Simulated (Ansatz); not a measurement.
**Tl2FeH6 in Ansatz, settings compared**

Run with:

```bash
ansatz run input.yaml --threads 1 --pin off --max-ram 2560MiB --backend cpu --events-out ev --progress --plain --runs-dir out
```

The input file (Ansatz 0.2.0, plane waves):

```yaml
crystal:
  lattice:
    - [0.0, 3.511116, 3.511116]
    - [3.511116, 0.0, 3.511116]
    - [3.511116, 3.511116, 0.0]
  atoms:
    - { symbol: H, position: [0.758, 0.242, 0.242] }
    - { symbol: H, position: [0.242, 0.758, 0.242] }
    - { symbol: H, position: [0.242, 0.758, 0.758] }
    - { symbol: H, position: [0.758, 0.242, 0.758] }
    - { symbol: H, position: [0.242, 0.242, 0.758] }
    - { symbol: H, position: [0.758, 0.758, 0.242] }
    - { symbol: Fe, position: [0.0, 0.0, 0.0] }
    - { symbol: Tl, position: [0.25, 0.25, 0.25] }
    - { symbol: Tl, position: [0.75, 0.75, 0.75] }
  symmetry: { tolerance: 0.0003 }
kpoints:
  mp_grid: { grid: [5, 5, 5], shift: [0, 0, 0] }
magnetization:
  spin_polarized: false
scf:
  occupations: { method: fermi_dirac }
hamiltonian:
  pseudopotentials: { kind: paw }
  xc: pbe
basis:
  ecutwfc: 420
output:
  forces: true
  stress: true
  eigenvalues: true
  write_density: true
  write_potential: true
  elf: true
  volumetric_format: npy
```

Origin of the cell: a known structure type with other elements, at an estimated volume, so it need not be a known compound.

The smearing width isn't typed, so it takes its default of 0.1 eV.

Output of this run (shortened):

```
SCF iter   1: F=—  HF=-27460.538178 eV  Δρ=1.36e-2  dr2=1.86e-1  defer=7
SCF iter   2: F=—  HF=-27460.531093 eV  Δρ=6.68e-3  dr2=5.31e-2  defer=8
SCF iter   3: F=—  HF=-27460.527107 eV  Δρ=8.74e-4  dr2=1.65e-3  defer=8
SCF iter   4: F=—  HF=-27460.527141 eV  Δρ=4.93e-4  dr2=2.92e-4  defer=8
SCF iter   5: F=—  HF=-27460.527206 eV  Δρ=1.26e-4  dr2=2.62e-5  defer=8
SCF iter   6: F=—  HF=-27460.527219 eV  Δρ=5.83e-5  dr2=3.38e-6  defer=8
SCF iter   7: F=-27460.527219 eV  HF=-27460.527219 eV  Δρ=7.16e-6  dr2=5.60e-8
SCF 1 converged in 7 iterations: F = -27460.527219 eV  dr2 = 5.60e-8
SCF converged after 7 iterations
Free energy (F): -27460.527219 eV
Harris-Foulkes:  -27460.527219 eV  (|F-HF|=1.21e-8)
Internal energy: -27460.413189 eV  (E = F + TS)
E sigma→0 (E₀):  -27460.470204 eV
Entropy (-TS):   -0.114030 eV (-12.670 meV/atom)
Fermi energy:    9.523668 eV
--- Per-component energies (eV) ---
  E_band       = -331.491070
  E_kinetic    = 1103.950516
  E_local      = -5066.314567  (includes V_loc(G=0)·N_el)
  E_nonlocal   = 856.830925
  E_hartree    = 2063.941248
  E_xc         = -632.869161
  E_vxc        = -505.762423  (∫ρ·V_xc dr)
  E_paw        = -21697.856921  (= ΣΔE_a)
  E_vpaw       = -848.087792  (= ΣTr[D̂ρ^β])
  E_aug_tail   = -0.004929  (compensation charges beyond the density's cutoff)
  E_ewald      = -4088.090300
  E_smearing   = -0.114030  (= −TS)
  Σ components = -27460.527219   (vs F -27460.527219, Δ=0.00e0)
--- Forces (eV/Å), atoms counted from 1 ---
  atom   1  H     -0.851194     0.000000    -0.000000
  atom   2  H      0.000000    -0.851194    -0.000000
  atom   3  H      0.851194     0.000000     0.000000
  atom   4  H      0.000000     0.851194     0.000000
  atom   5  H     -0.000000     0.000000    -0.851194
  atom   6  H     -0.000000    -0.000000     0.851194
  atom   7  Fe    -0.000000     0.000000    -0.000000
  atom   8  Tl    -0.000000    -0.000000     0.000000
  atom   9  Tl     0.000000     0.000000    -0.000000
  max |Σ_I F_I| component: 6.66e-16 eV/Å
--- Stress (GPa, compression-positive) ---
        1.351610      -0.000000      -0.000000
       -0.000000       1.351610       0.000000
        0.000000      -0.000000       1.351610
  P = ⅓ Tr σ = 1.3516 GPa (13.516 kbar)
```

The same input was run again with these changes:

1. `scf.mixing.preconditioner` default → local_kerker
2. `kpoints.mp_grid.grid` [5, 5, 5] → [6, 6, 6]
3. `kpoints.mp_grid.shift` [0, 0, 0] → [0.5, 0.5, 0.5]
4. `magnetization` { spin_polarized: false } → { spin_polarized: true } (starts: ferro); typed moments: H1 2, H2 1, H3 1, H4 1, H5 1, H6 3, Fe7 2, Tl8 1, Tl9 1

```json
{"run": "base", "end": "converged", "SCF iterations": "7", "P (GPa)": "1.35", "max force component (eV/Å)": "0.851", "gap on mesh (eV)": "–", "moment (μB)": "–", "ΔE(σ→0) (meV/atom)": "0"}
{"run": "1", "end": "converged", "SCF iterations": "8", "P (GPa)": "1.35", "max force component (eV/Å)": "0.851", "gap on mesh (eV)": "–", "moment (μB)": "–", "ΔE(σ→0) (meV/atom)": "0.00"}
{"run": "2", "end": "converged", "SCF iterations": "7", "P (GPa)": "1.36", "max force component (eV/Å)": "0.853", "gap on mesh (eV)": "–", "moment (μB)": "–", "ΔE(σ→0) (meV/atom)": "0.41"}
{"run": "3", "end": "converged", "SCF iterations": "8", "P (GPa)": "1.34", "max force component (eV/Å)": "0.851", "gap on mesh (eV)": "none", "moment (μB)": "–", "ΔE(σ→0) (meV/atom)": "0.20"}
{"run": "4", "end": "converged", "SCF iterations": "16", "P (GPa)": "1.93", "max force component (eV/Å)": "0.857", "gap on mesh (eV)": "none", "moment (μB)": "0.74", "ΔE(σ→0) (meV/atom)": "-2.36"}
```

Energies are compared only where functional, datasets, charge and starting cell are the same.

Caveats of the base run: no spin polarisation, so a magnetic state may lie lower; no spin-orbit coupling, though heavy elements are present; the k mesh is coarse if the cell is a metal.

Run 3: the k mesh keeps only part of the crystal's symmetry.
Run 4: a starting moment was lost; one start, so the magnetic state may not be the lowest; typed moments were cut to what the open shells hold.

The base run took 2.5 s on 1 thread of Intel(R) Xeon(R) Platinum 8259CL CPU @ 2.50GHz (Skylake/Cascade Lake), with other jobs on the host, peak memory 0.41 GiB, from the program's own first density.
